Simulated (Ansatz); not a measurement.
input.yaml (Ansatz)

```yaml
crystal:
  lattice:
    - [-1.8469273224, 1.8469273224, 1.8469273224]
    - [1.8469273224, -1.8469273224, 1.8469273224]
    - [1.8469273224, 1.8469273224, -1.8469273224]
  atoms:
    - { symbol: Mg, position: [0.0, 0.0, 0.0] }
hamiltonian:
  xc: r2scan
  pseudopotentials:
    kind: paw
    azcp:
      Mg: "pseudopotentials/Mg.paw.azcp"
basis:
  ecutwfc: 500
  fft_grid_basis: typed
kpoints:
  mp_grid: { grid: [14, 14, 14], shift: [0, 0, 0] }
magnetization:
  spin_polarized: false
scf:
  occupations: { method: fermi_dirac, width: 0.1 }
  lower_state_search: "off"
output:
  stress: true
```

Terminal output

```
Engine: ansatz 0.2.0, x86_64-unknown-linux-gnu
Pseudopotentials: kind: paw
Pseudopotential: Mg, paw, valence charge 10, recommended cutoff 500 eV (meta_gga) 
Functional definition: r2SCAN
  parameter k0 = 0.174
  parameter k1 = 0.065
  parameter a1 = 4.9479
  exchange = r2scan_x(k0 = k0, k1 = k1, a1 = a1)
  correlation = r2scan_c
Crystal: 1 atoms, lattice volume = 25.201 Å³
Basis set: ecut = 500 eV, 627 PW (Γ), exchange–correlation on 96×96×96 points (64 copies of the dense FFT grid, shifted against one another)
Bands: 9, of which v1, the nominal top of the filled ones, is band 5 counted from 1 (4 counted from 0)
Symmetry: 48 space group operations
Space group: Im-3m (ITA 229), of the structure as read, at distance tolerance 2.9e-5 Å
k-points: 104 of 2744
Non-local potential: Mg, projectors of the file, l = 0: 3, l = 1: 2, l = 2: 1
PAW form: soft (Blöchl's): semilocal exchange-correlation on the pseudo side does not see the compensation charge
PAW frozen core: Mg, regenerated for the run's functional (the file was generated under x = pbe(κ = 0.804, μ = 0.2195149727645171), c = pbe(β = 0.06672455060314922))
PAW one-centre angular grid: Mg, 302 points (default); XC on 224 Gauss nodes
Initial density: superposition of atomic densities (neutral atoms: chi_scale 0, normalization atom), corrected by the library's trained network
Initial wavefunctions: pseudopotential atomic-orbital guess
Functional: x = r2scan, c = r2scan; τ floored in thin density (d = 2e-4 eV/Å³)
SCF iter   1: F=-1926.350894 eV  HF=-1926.351064 eV  |F-HF|=1.70e-4  |Δ(HF+E_count)|=         —  Δρ=7.35e-3  dr2=4.39e-3  dr2_τ=2.00e-4  ethr=1.77e-3  ⟨swp⟩=5.8  Hψ=6720  notcnv=0
SCF iter   2: F=-1926.354239 eV  HF=-1926.353988 eV  |F-HF|=2.50e-4  |Δ(HF+E_count)|=   2.92e-3  Δρ=2.23e-3  dr2=6.22e-4  dr2_τ=2.62e-5  ethr=4.39e-5  ⟨swp⟩=2.0  Hψ=2703  notcnv=0
SCF iter   3: F=-1926.354355 eV  HF=-1926.354333 eV  |F-HF|=2.18e-5  |Δ(HF+E_count)|=   3.45e-4  Δρ=4.66e-4  dr2=4.66e-5  dr2_τ=8.36e-7  ethr=6.22e-6  ⟨swp⟩=2.0  Hψ=1406  notcnv=0
SCF iter   4: F=-1926.354358 eV  HF=-1926.354359 eV  |F-HF|=1.70e-7  |Δ(HF+E_count)|=   2.53e-5  Δρ=3.31e-5  dr2=9.06e-8  dr2_τ=1.06e-8  ethr=4.66e-7  ⟨swp⟩=1.9  Hψ=1325  notcnv=0
iter 5 did not close the SCF: its close was put off for the readings that it lacked (scf_convergence_deferred on its scf_iter line)
SCF iter   5: F=-1926.354359 eV  HF=-1926.354359 eV  |F-HF|=3.49e-9  |Δ(HF+E_count)|=   4.77e-8  Δρ=4.31e-6  dr2=3.17e-9  dr2_τ=2.14e-10  ethr=9.06e-10  ⟨swp⟩=2.0  Hψ=1474  notcnv=0
SCF iter   6: F=-1926.354359 eV  HF=-1926.354359 eV  |F-HF|=1.52e-11  |Δ(HF+E_count)|=   4.60e-9  Δρ=2.48e-7  dr2=7.11e-12  dr2_τ=1.92e-12  ethr=3.17e-11  ⟨swp⟩=2.0  Hψ=3086  notcnv=0
SCF 1 converged in 6 iterations: F = -1926.354359 eV  dr2 = 7.11e-12
SCF converged after 6 iterations
Free energy (F): -1926.354359 eV
Harris-Foulkes:  -1926.354359 eV  (|F-HF|=1.52e-11)
Internal energy: -1926.341230 eV  (E = F + TS)
E sigma→0 (E₀):  -1926.347794 eV
Entropy (-TS):   -0.013128 eV (-13.128 meV/atom)
Fermi energy:    4.996386 eV
--- Per-component energies (eV) ---
  E_band       = -380.216777
  E_kinetic    = 73.643746
  E_local      = -1657.483811  (includes V_loc(G=0)·N_el)
  E_nonlocal   = 95.912284
  E_hartree    = 593.466987
  E_xc         = -25.953032
  E_vxc        = -37.723373  (∫ρ·V_xc dr)
  E_paw        = -296.565331  (= ΣΔE_a)
  E_vpaw       = -43.994423  (= ΣTr[D̂ρ^β])
  E_aug_tail   = -0.000001  (compensation charges beyond the density's cutoff)
  E_vtau       = 2.494825  (kinetic-family band-sum trace: ∫τ·v_τ [+ j·A + Jᵃ·Aᵃ] dr)
  E_ewald      = -709.335864
  E_core_change = -0.026208  (= ΣΔE_core)
  E_smearing   = -0.013128  (= −TS)
  E_closure    = 0.000000  (closes the sum)
  Σ components = -1926.354359   (vs F -1926.354359, Δ=0.00e0)
--- Stress (GPa, compression-positive) ---
       -3.487356       0.000000       0.000000
        0.000000      -3.487356       0.000000
        0.000000       0.000000      -3.487356
  P = ⅓ Tr σ = -3.4874 GPa (-34.874 kbar)
```

Command:

```sh
ansatz run input.yaml --threads 1 --pin off --max-ram 3584MiB --backend cpu --events-out ev --progress --plain --runs-dir out
```

On 1 thread of Intel(R) Xeon(R) Platinum 8259CL CPU @ 2.50GHz (Skylake/Cascade Lake) (shared host) this took about 4.1 s of wall time and 4.1 s of CPU time.
